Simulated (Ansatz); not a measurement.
InSb (NiAs type, P6_3/mmc) at seven volumes, PBE in the plane-wave PAW code Ansatz, shape and atoms relaxed at each. One row is withheld.

| V (Å³/atom) | P (GPa) |
|---|---|
| 26.678 | 5.44 |
| 27.557 | 3.30 |
| 28.437 | 1.50 |
| 29.316 | 0.00 |
| 30.196 | -1.26 |
| 31.075 | ? |
| 31.955 | -3.18 |

Fit the shown pressures and predict the withheld one.

P = (3/2)B₀(x^(7/2) − x^(5/2))[1 + (3/4)(B′ − 4)(x − 1)] with x = (V₀/V)^(2/3). Least squares on the six rows gives V₀ = 29.316 Å³/atom, B₀ = 45.7 GPa, B′ = 4.95. At V = 31.075, x = 0.9619 and P = -2.31 GPa. The run itself gave -2.31 GPa.

The start of the workflow was typed in or built on a structure type; neither database checked (COD, Materials Project) lists it. It is not the phase usual at ambient conditions (space group No. 216). The PBE relaxation kept the symmetry of its start; its stability against distortions is not shown here. Scalar-relativistic: spin–orbit coupling is off unless named, which matters more the heavier the elements.

Potentials: the earlier of the program's two PAW sets.
